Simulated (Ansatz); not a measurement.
**SnO: projected DOS by orbital**

```
CELL_PARAMETERS angstrom
3.80200 0.00000 0.00000
0.00000 3.80200 0.00000
0.00000 0.00000 4.83600
ATOMIC_POSITIONS crystal
Sn 0.00000 0.50000 0.23850
Sn 0.50000 0.00000 0.76150
O 0.00000 0.00000 0.00000
O 0.50000 0.50000 0.00000
```

Atoms are numbered in the order listed.

The cell comes from COD entry 9008956, which wasn't checked; take it as a given geometry.

Spin–orbit coupling is left out, though it moves levels of the heavy atoms by tenths of an eV or more.

All numbers below come from DFT, LDA, all-electron LAPW, scalar-relativistic in Ansatz 0.2.0.

Sampling and basis: a Γ-centred 6×6×5 k mesh, Fermi–Dirac smearing of 0.02 eV, basis error target 0.5 meV/atom, no spin polarisation.

States per eV for one atom of each kind, in 0.4 eV bins named by their centres, from the valence-band top, projected on a minimal set of Löwdin-orthogonalised atomic shells; orbitals are real harmonics on the Cartesian axes, equal curves share a column, and empty bins are left out, as is all above 6.5 eV, near the top of the computed bands.

Sn1 5p:

```
# E all pz px=py
-9.1 0.02 0.02 0.00
-8.7 0.06 0.05 0.01
-8.3 0.04 0.02 0.01
-7.9 0.02 0.01 0.01
-7.5 0.03 0.01 0.01
-7.1 0.05 0.02 0.01
-6.7 0.11 0.04 0.03
-6.3 0.21 0.05 0.08
-5.9 0.33 0.06 0.13
-5.5 0.35 0.05 0.15
-5.1 0.24 0.02 0.11
-4.7 0.08 0.01 0.04
-4.3 0.16 0.02 0.07
-3.9 0.19 0.06 0.07
-3.5 0.17 0.07 0.05
-3.1 0.17 0.10 0.04
-2.7 0.21 0.16 0.02
-2.3 0.41 0.36 0.02
-1.9 0.23 0.20 0.02
-1.5 0.18 0.15 0.01
-1.1 0.08 0.06 0.01
-0.7 0.04 0.03 0.00
-0.3 0.02 0.01 0.00
0.5 0.02 0.00 0.01
0.9 0.07 0.00 0.03
1.3 0.14 0.00 0.07
1.7 0.49 0.09 0.20
2.1 0.67 0.10 0.28
2.5 0.72 0.16 0.28
2.9 0.72 0.16 0.28
3.3 0.38 0.11 0.13
3.7 0.32 0.09 0.11
4.1 0.48 0.13 0.17
4.5 0.59 0.20 0.19
4.9 0.74 0.33 0.21
5.3 0.77 0.31 0.23
5.7 0.49 0.17 0.16
6.1 0.89 0.27 0.31
```

O3 2p:

```
# E all pz px=py
-9.1 0.13 0.03 0.05
-8.7 0.58 0.14 0.22
-8.3 0.52 0.15 0.19
-7.9 0.32 0.08 0.12
-7.5 0.20 0.03 0.09
-7.1 0.19 0.02 0.09
-6.7 0.26 0.03 0.12
-6.3 0.54 0.15 0.20
-5.9 0.98 0.43 0.28
-5.5 1.07 0.60 0.24
-5.1 0.87 0.50 0.19
-4.7 0.41 0.13 0.14
-4.3 0.93 0.40 0.26
-3.9 1.00 0.35 0.32
-3.5 0.89 0.13 0.38
-3.1 1.10 0.09 0.50
-2.7 0.83 0.12 0.35
-2.3 0.60 0.24 0.18
-1.9 0.27 0.15 0.06
-1.5 0.26 0.15 0.05
-1.1 0.13 0.07 0.03
-0.7 0.08 0.05 0.01
-0.3 0.07 0.05 0.01
0.9 0.01 0.00 0.00
1.3 0.02 0.01 0.01
1.7 0.09 0.05 0.02
2.1 0.18 0.09 0.04
2.5 0.23 0.11 0.06
2.9 0.22 0.08 0.07
3.3 0.11 0.03 0.04
3.7 0.09 0.02 0.04
4.1 0.12 0.04 0.04
4.5 0.14 0.05 0.05
4.9 0.14 0.04 0.05
5.3 0.11 0.03 0.04
5.7 0.08 0.02 0.03
6.1 0.17 0.05 0.06
```

Sn1 5s:

```
# E all
-9.1 0.13
-8.7 0.58
-8.3 0.53
-7.9 0.32
-7.5 0.19
-7.1 0.18
-6.7 0.15
-6.3 0.05
-5.9 0.11
-5.5 0.07
-5.1 0.05
-4.7 0.02
-4.3 0.01
-3.9 0.03
-3.5 0.04
-3.1 0.06
-2.7 0.13
-2.3 0.37
-1.9 0.23
-1.5 0.26
-1.1 0.13
-0.7 0.09
-0.3 0.07
0.9 0.01
1.3 0.02
1.7 0.05
2.1 0.09
2.5 0.17
2.9 0.19
3.3 0.10
3.7 0.05
4.1 0.05
4.5 0.05
4.9 0.04
5.3 0.03
5.7 0.01
6.1 0.02
```

O3 2s:

```
# E all
-8.7 0.01
-8.3 0.03
-7.9 0.03
-7.5 0.03
-7.1 0.04
-6.7 0.03
-6.3 0.01
-5.9 0.03
-5.5 0.02
-5.1 0.02
-4.7 0.01
-4.3 0.02
-3.9 0.02
-3.5 0.01
-3.1 0.01
-2.7 0.01
-1.5 0.01
0.9 0.01
1.3 0.02
1.7 0.07
2.1 0.09
2.5 0.07
2.9 0.04
3.3 0.01
3.7 0.01
4.1 0.02
4.5 0.03
4.9 0.04
5.3 0.02
5.7 0.02
6.1 0.03
```
